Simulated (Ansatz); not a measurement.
**HfB: one input, then a changed one**

The cell comes from COD entry 1511179, which wasn't checked; take it as a given geometry.

First run: DFT, PBE, all-electron LAPW, non-relativistic (Ansatz 0.2.0).

Command: `ansatz run input.yaml --threads 1 --pin off --max-ram 2048MiB --backend cpu --events-out ev --progress --plain --runs-dir out` The run took 29 s on 1 thread of Arm Neoverse V2 (shared host).

```yaml
crystal:
  lattice:
    - [0.0, 2.31, 2.31]
    - [2.31, 0.0, 2.31]
    - [2.31, 2.31, 0.0]
  atoms:
    - { symbol: Hf, position: [0.5, 0.5, 0.5] }
    - { symbol: B, position: [0.0, 0.0, 0.0] }
kpoints:
  mp_grid: { grid: [15, 15, 15] }
  band_path:
    path:
      - [0.0, 0.0, 0.0]
      - [0.5, 0.0, 0.5]
      - [0.625, 0.25, 0.625]
      - [0.375, 0.375, 0.75]
      - [0.0, 0.0, 0.0]
      - [0.5, 0.5, 0.5]
      - [0.5, 0.25, 0.75]
      - [0.5, 0.0, 0.5]
    npoints: 5
scf:
  occupations: { method: fermi_dirac, width: 0.05 }
hamiltonian:
  xc: pbe
  pseudopotentials:
    kind: all_electron
    lapw: { basis_error: 0.00025 }
    relativity: none
output:
  forces: true
  stress: true
  eigenvalues: true
```

Result: converged; pressure 42.6 GPa; 9 SCF iterations.

Spin polarisation is left out, and whether a magnetic state lies lower isn't shown here.

Spin–orbit coupling is left out, though it moves levels of the heavy atoms by tenths of an eV or more.

The input is then changed:

```diff
@@ -22,4 +22,5 @@
 scf:
   occupations: { method: fermi_dirac, width: 0.05 }
+  convergence: { dr2_threshold: 1.0e-08 }
 hamiltonian:
   xc: pbe
@@ -28,4 +29,5 @@
     lapw: { basis_error: 0.00025 }
     relativity: none
+  hubbard: { sites: [{ species: Hf, l: d, u_eff: 6.0 }], double_counting: fll }
 output:
   forces: true
```

(1) What does the second run give?

Answers

(1) It converged; pressure 54.1 GPa; 10 SCF iterations.
